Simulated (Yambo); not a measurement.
A G0W0@PBEsol run in Yambo for RbH (rock salt, space group Fm-3m, No. 225) (4×4×4 Γ-centred k mesh, 190 bands and a 8 Ry block in the screening, 190 bands in G with the Bruneval-Gonze terminator, plasmon pole fitted at 27.2 eV) gives these matrix elements, in eV, at the band edges (L → L):

```csv
state,E0,<Vxc>,<Σx>,<Σc(E0)>,Z
valence edge,0.000,-10.118,-13.634,1.207,0.807
conduction edge,2.722,-6.583,-2.834,-2.987,0.855
```

Question: Solve the linearised quasiparticle equation for both states, give the gap, and say how exchange and correlation each act on it.

Answer: E = E0 + Z(Σx + Σc − Vxc). Valence: 0.000 + 0.807 × (-13.634 + (1.207) − (-10.118)) = -1.86 eV. Conduction: 2.722 + 0.855 × (-2.834 + (-2.987) − (-6.583)) = 3.37 eV. The gap is 5.24 eV, against 2.72 eV in PBEsol. Replacing Vxc by bare exchange alone would open it by 7.27 eV; correlation takes back 4.19 eV of that, and Z scales what is left. Nearest settings tried, and what they do to the gap: 118 bands in G: -4 meV; 80 bands in W: -62 meV; 7 Ry block (137 vectors against 169): -21 meV. Not varied: mesh. So the settings aren't converged at that level. 

Geometry of the Materials Project entry, not relaxed at this level; primitive cell a = b = c = 4.2484 Å, α = β = γ = 60.00°.
